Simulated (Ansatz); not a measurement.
Calculated with Ansatz: GdCo2B2, relaxation

Launch command:

```bash
ansatz run input.yaml --threads 2 --pin off --max-ram 4096MiB --backend cpu --events-out ev --progress --plain --runs-dir out
```

input.yaml:

```yaml
crystal:
  lattice:
    - [-1.76612186, 1.76612186, 4.71558985]
    - [1.76612186, -1.76612186, 4.71558985]
    - [1.76612186, 1.76612186, -4.71558985]
  atoms:
    - { symbol: Gd, position: [0.0, 0.0, 0.0] }
    - { symbol: B, position: [0.375, 0.375, 0.0] }
    - { symbol: B, position: [0.625, 0.625, 0.0] }
    - { symbol: Co, position: [0.75, 0.25, 0.5] }
    - { symbol: Co, position: [0.25, 0.75, 0.5] }
  symmetry: { detect: false, time_reversal: true }
kpoints:
  mp_grid: { grid: [7, 7, 7], shift: [0, 0, 0] }
magnetization:
  spin_polarized: true
scf:
  occupations: { method: fermi_dirac, width: 0.0224 }
  lower_state_search: "off"
hamiltonian:
  pseudopotentials: { kind: paw }
  xc: r2scan
basis:
  ecutwfc: 500
  fft_grid_basis: typed
relax:
  max_steps: 40
  cell: { p_target: 0.0 }
output:
  forces: true
  stress: true
  eigenvalues: true
  bader: true
  populations: true
  elf: true
  write_potential: true
  volumetric_format: npy
  dos:
    e_range: [-12, 8]
    de: 0.05
    projected: { site_lists: { B: [B], Co: [Co], Gd: [Gd] } }
  write_density: true
checkpoint:
  read: saved_state
```

Origin of the cell: a database entry, scaled a little.

The saved state is a converged single point of the same cell, with its larger moments on Gd1 up.

The program first moved the atoms by about 0.01 Å at random, to leave a saddle point that the symmetry would hold.

Steps («new basis» is an SCF on plane waves selected anew at the same cell):

```csv
step,ΔF (meV/atom),max force component (eV/Å),P (GPa),volume (Å³),SCF iterations,step was
1,0.0,1.852,-7.08,58.84,11,accepted
2,-57.6,1.398,-4.19,58.16,12,accepted
3,-118.7,0.163,2.03,58.23,11,accepted
4,-135.3,0.026,1.23,59.56,12,accepted
5,-135.6,0.011,-0.59,60.17,9,accepted
6,-135.8,0.002,-0.01,59.95,8,accepted
7,-135.9,0.003,-0.01,59.95,10,new basis
```

The starting structure.

Space group I4/mmm (No. 139); the run's cell has a = 5.336 Å, b = 5.336 Å, c = 5.336 Å, α = 141.34°, β = 141.34°, γ = 55.82°. Shortest distances: B–Co 2.12 Å, B–B 2.36 Å, Co–Co 2.50 Å, B–Gd 2.76 Å, Co–Gd 2.95 Å, Gd–Gd 3.53 Å.

The relaxed structure.

Space group I4/mmm (No. 139); the run's cell has a = 5.404 Å, b = 5.404 Å, c = 5.404 Å, α = 141.78°, β = 141.78°, γ = 55.16°. Shortest distances: B–Co 1.98 Å, Co–Co 2.50 Å, B–Gd 2.92 Å, Co–Gd 2.98 Å, B–B 3.02 Å, Gd–Gd 3.54 Å.

```yaml
crystal:
  lattice:
    - [-1.76912, 1.76888, 4.78977]
    - [1.76884, -1.76906, 4.78973]
    - [1.76911, 1.76905, -4.78984]
  atoms:
    - { symbol: Gd, position: [0.00142, 0.00075, 0.00131] }
    - { symbol: B, position: [0.34382, 0.34313, 0.00136] }
    - { symbol: B, position: [0.65907, 0.65837, 0.00132] }
    - { symbol: Co, position: [0.75144, 0.25075, 0.50133] }
    - { symbol: Co, position: [0.25144, 0.75075, 0.50133] }
```

- Free energy lowered by: 135.9 meV/atom
- Volume change: 1.90 %
- Final pressure: -0.01 GPa
- Relaxation steps listed: 7
- Formation energy (elements under the same functional, gases as molecules, uncorrected): -0.497 eV/atom
- Gap on the mesh: none (metal)
- Site moments at the end (small spheres, which read low): Gd1 +7.1 μB
- Total moment: 7.13 μB

Caveats: f shells without a U or exact exchange are poorly placed; no spin-orbit coupling, though heavy elements are present; the displaced walk ended near the symmetry of the start; the k mesh is coarse if the cell is a metal; the magnetic state was chosen at the start cell and may not be the lowest after relaxing; the program displaced the start to leave a saddle point.

It ran for 15 min on 2 threads of Intel(R) Xeon(R) Platinum 8488C (Sapphire Rapids) (shared host), peak memory 1.2 GiB, from a saved density.
